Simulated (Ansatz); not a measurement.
Data:

ZnSe:
```
CELL_PARAMETERS angstrom
      0.00000     2.83264     2.83264
      2.83264     0.00000     2.83264
      2.83264     2.83264     0.00000
ATOMIC_POSITIONS crystal
  Se 0.75000 0.75000 0.75000
  Zn 0.00000 0.00000 0.00000
```

This is the r²SCAN-relaxed structure.

**Question.** All from plane-wave PAW r²SCAN (Ansatz code), unless another level is named. Estimate the Hill bulk and shear moduli.

**Answer.** 65.3 and 30.1 GPa.

**Question.** Give the vibrational entropy at 300 K.

**Answer.** 36.1 J/(K·mol of atoms).

**Question.** Next, the highest zone-centre frequency (without LO–TO term)?

**Answer.** 6.13 THz.

**Question.** What about the zero-point energy?

**Answer.** 28.7 meV/atom.

Space group F-43m (zinc blende). The r²SCAN relaxation kept the symmetry of its start; phonons on a q-mesh show no instability.

Potentials: the later of the program's two PAW sets.
